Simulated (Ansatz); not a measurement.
La$_{2}$MgNiO$_{6}$ in space group R-3 (No. 148; La on 6c, Mg on 3b, Ni on 3a, O on 18f), the program Ansatz at the r²SCAN level (PAW). The conduction-band minimum lies at F, with 3 equivalent valleys. Second derivatives d²E/dk² of the lowest band at one valley (eV·Å²), along Cartesian directions:

| direction | d²E/dk² |
|---|---|
| [100] | 5.423 |
| [010] | 5.518 |
| [001] | 6.451 |
| [110] | 5.926 |
| [101] | 5.693 |
| [011] | 5.586 |

### Question
Find the principal effective masses, the density-of-states mass and the conductivity mass.

### Answer
Off-diagonal terms follow from H_xy = H[110] − (H_xx + H_yy)/2, and m*/mₑ = 7.620 eV·Å² over each eigenvalue: 1.1, 1.3, 1.5. One valley's DOS mass (m₁m₂m₃)^(1/3) = 1.3, conductivity mass 3/(Σ 1/mᵢ) = 1.3 mₑ.

### Question
What effective density of states Nc follows at 300 K for parabolic valleys?

### Answer
Nc = 2.509e19 × 3 × (1.3)^(3/2) ≈ 1.1e20 cm⁻³.

The first step of the workflow began from a Materials Project structure, measured or hypothetical; the Crystallography Open Database copy checked does not list it. With Mg and Ni taken as one species the cell has the higher symmetry R-3c, so it may be an ordered model of a mixed-site phase. Its standing as an ambient phase is unchecked. Symmetry was held in the r²SCAN relaxation; whether a distortion lowers the energy is not shown. The run is not spin-polarised. No Hubbard U is applied. Scalar-relativistic: spin–orbit coupling is off unless named, which matters more the heavier the elements.

Potentials: the later of the program's two PAW sets.

Edges and masses are those of Kohn–Sham bands, whose gap is no quasiparticle gap.
